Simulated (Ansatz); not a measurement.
**AgW, first-principles data**

AgW:
```
CELL_PARAMETERS angstrom
      1.35173    -5.51993     0.00000
      1.35173     5.51993     0.00000
      0.00000     0.00000     4.47863
ATOMIC_POSITIONS crystal
  Ag 0.68584 0.31416 0.25000
  W  0.94167 0.05833 0.25000
  Ag 0.31416 0.68584 0.75000
  W  0.05833 0.94167 0.75000
```

Space group Cmcm (No. 63); conventional cell a = 2.703 Å, b = 11.040 Å, c = 4.479 Å, α = 90.00°, β = 90.00°, γ = 90.00°.

Method: the program Ansatz at the r²SCAN level (PAW). Geometry: relaxed at this level of theory. Other levels are named where they apply.

Cell and energy:

- Volume per atom = 16.71 Å³
- Density = 14.50 g/cm³
- Formation energy from the elements (no fitted shifts) = 0.78 eV/atom

Electronic structure:

- Electronic character: metallic (no gap)
- Density of states at the Fermi level: 0.61 states/eV per atom (mean over ±0.08 eV)

Mechanics:

Bulk modulus (Birch–Murnaghan fit): 184 GPa
Pressure derivative B′: 5.3

Charges:

- Bader charges: Ag -0.23, W +0.23 e

The start of the workflow was typed in or built on a structure type; neither database checked (COD, Materials Project) lists it. Its standing as an ambient phase is unchecked. The r²SCAN relaxation kept the symmetry of its start; its stability against distortions is not shown here. The run is not spin-polarised. Its formation energy is positive at this level, so the cell may be metastable or incomplete. Axis ratios of metals converge slowly with the k-mesh, so a and c are less sure than the volume. The references are the lowest solids computed at this level, not always the standard phases. Spin–orbit coupling is left out wherever it is not named.

Potentials: the earlier of the program's two PAW sets.
